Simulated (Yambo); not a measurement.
Quantum ESPRESSO input (LDA, PseudoDojo standard norm-conserving files, scalar-relativistic) whose wavefunctions are converted with p2y:

```
&CONTROL
  calculation = 'nscf'
  pseudo_dir = './pseudo'
  outdir = './out'
/
&SYSTEM
  ibrav = 0
  nat = 10
  ntyp = 3
  ecutwfc = 88.0
  ecutrho = 352.0
  occupations = 'fixed'
  force_symmorphic = .true.
  nbnd = 330
/
&ELECTRONS
  conv_thr = 1e-08
  diago_full_acc = .true.
  diago_thr_init = 1e-08
/
ATOMIC_SPECIES
F 18.9984 F.upf
K 39.0983 K.upf
Rh 102.9055 Rh.upf
CELL_PARAMETERS angstrom
  0.000000000000   4.410575000000   4.410575000000
  4.410575000000   0.000000000000   4.410575000000
  4.410575000000   4.410575000000   0.000000000000
ATOMIC_POSITIONS crystal
F   0.224070000000   0.224070000000   0.775930000000
F   0.775930000000   0.775930000000   0.224070000000
F   0.775930000000   0.224070000000   0.224070000000
F   0.224070000000   0.775930000000   0.775930000000
F   0.224070000000   0.775930000000   0.224070000000
F   0.775930000000   0.224070000000   0.775930000000
K   0.250000000000   0.250000000000   0.250000000000
K   0.750000000000   0.750000000000   0.750000000000
K   0.500000000000   0.500000000000   0.500000000000
Rh   0.000000000000   0.000000000000   0.000000000000
K_POINTS automatic
1 1 1 0 0 0
```

Yambo's initialisation report on symmetry, reciprocal space, the k grid and the gaps on this mesh:

```
  [02.02] Symmetries
  ==================

  Inversion symmetry    : yes
  Spatial inversion     : yes
  Inversion index       :  25
  K-space Time-reversal : no
  Magnetic symmetries   : no
  Group table correct   : yes
  Symmetries units      :  [cc]

  [02.03] Reciprocal space
  ========================

  nG shells         :   829
  nG charge         :  129045
  nG WFs            :  16265
  nC WFs            :  16265
  G-vecs. in first 80 shells:  [ Number ]
     1    9   15   27   51   59   65   89  113
    137   169   181   229   259   283   307   331   339
    387   411   459   531   537   561   609   645   701
    725   749   821   869   893   941   965  1037  1067
   1139  1211  1243  1291  1363  1411  1459  1471  1591
   1639  1687  1759  1807  1837  1893  1917  1989  2085
   2109  2133  2229  2277  2397  2421  2445  2565  2637
   2685  2733  2741  2837  2891  2975  3071  3119  3143
    3215   3287   3383   3479   3527   3647   3695   3719
  ...
  Shell energy in first 80 shells:  [ mHa ]
    0.00000      213.110      284.146      568.292      781.402      852.438      1136.58      1349.69      1420.73
    1704.88      1917.99      2273.17      2486.28      2557.31      2841.46      3054.57      3125.61      3409.75
    3622.86      3693.90      3978.04      4191.15      4546.34      4759.45      4830.48      5114.63      5327.74
    5398.77      5682.92      5896.03      5967.07      6251.21      6464.32      6819.50      7032.61      7103.65
    7387.80      7600.91      7671.94      8169.20      8240.23      8524.38      8737.49      9092.67      9305.78
    9376.82      9660.96      9874.07      9945.11      10229.3      10442.4      10513.4      10797.5      11010.7
    11365.8      11579.0      11650.0      11934.1      12147.2      12218.3      12502.4      12715.5      12786.6
    13070.7      13283.8      13639.0      13852.1      13923.2      14207.3      14420.4      14491.4      14775.6
    14988.7      15059.7      15343.9      15557.0      15912.2      16125.3      16196.3      16480.5
  ...

  [02.04] K-grid lattice
  ======================

  Compatible Grid is   : 0D
  K lattice UC volume  :  0.214204 [a.u.]

  IBZ K-points                                      :  1
  BZ  K-points                                      :  1

  K/Q-points units:
  rlu = crystal or reduced units; cc = cartesian coordinates; iku = interal k-units

  K [1]          [rlu]:  0.000000  0.000000  0.000000
         WF components:  16265

  [02.05] Energies & Occupations
  ==============================

  [X] === General ===
  [X] Electronic Temperature                        :  0.000000  0.000000 [eV K]
  [X] Bosonic    Temperature                        :  0.000000  0.000000 [eV K]
  [X] Finite Temperature mode                       : no
  [X] El. density                                   :  0.50117E+24 [cm-3]
  [X] Fermi Level                                   :  4.296751 [eV]

  [X] === Gaps and Widths ===
  [X] Conduction Band Min                           :  2.343243 [eV]
  [X] Valence Band Max                              :  0.000000 [eV]
  [X] Filled Bands                                  :   43
  [X] Empty Bands                                   :    44   330
  [X] Direct Gap                                    :  2.343243 [eV]
  [X] Direct Gap localized at k                     :  1
```
The gaps are LDA values on this mesh alone; only operations without fractional translations are kept.

Spin-orbit coupling is not included.

Geometry of the Materials Project entry, not relaxed at this level.
